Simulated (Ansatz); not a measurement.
**Profile along the Y–Y line in Y (hcp, Mg type)**

Y (hcp, Mg type)

```cif
data_Y2
_chemical_formula_sum 'Y2'
_space_group_name_H-M_alt 'P63/mmc'
_space_group_IT_number 194
_space_group_name_Hall '-P 6c 2c'
_cell_length_a 3.65568
_cell_length_b 3.65568
_cell_length_c 5.67880
_cell_angle_alpha 90.000
_cell_angle_beta 90.000
_cell_angle_gamma 120.000
loop_
_atom_site_label
_atom_site_type_symbol
_atom_site_symmetry_multiplicity
_atom_site_Wyckoff_symbol
_atom_site_fract_x
_atom_site_fract_y
_atom_site_fract_z
_atom_site_occupancy
Y1 Y 2 d 0.66667 0.33333 0.25000 1
```

Fields along a shortest Y–Y line of a (0001) plane (3.66 Å), from Y to Y, interpolated on the slice's grid (step about 0.2 Å). Computed with PBE (plane waves to 420 eV, PAW, scalar-relativistic; Ansatz, a first-principles code). k mesh 15×15×8. Inside the PAW spheres the values are not all-electron values, and peaks at nuclei hang on which shells count as valence. The PAW data are Ansatz's earlier set. Y is run without spin polarisation. Y was relaxed with its symmetry unable to fall.

| distance from Y (Å) | valence electron density (e/Å³) | electron localisation function |
|---|---|---|
| 0.00 | 2.58 | x |
| 0.37 | 3.52 | x |
| 0.73 | 1.81 | 0.85 |
| 1.10 | 0.34 | 0.30 |
| 1.46 | 0.11 | 0.12 |
| 1.83 | 0.09 | 0.25 |
| 2.20 | 0.11 | 0.12 |
| 2.56 | 0.34 | 0.30 |
| 2.93 | 1.81 | 0.85 |
| 3.29 | 3.52 | x |
| 3.66 | 2.58 | x |

x: too close to a nucleus for the ELF to mean much.

Density on the Y–Y line (3.66 Å) at its midpoint: 0.09 e/Å³. ELF at that point: 0.2.
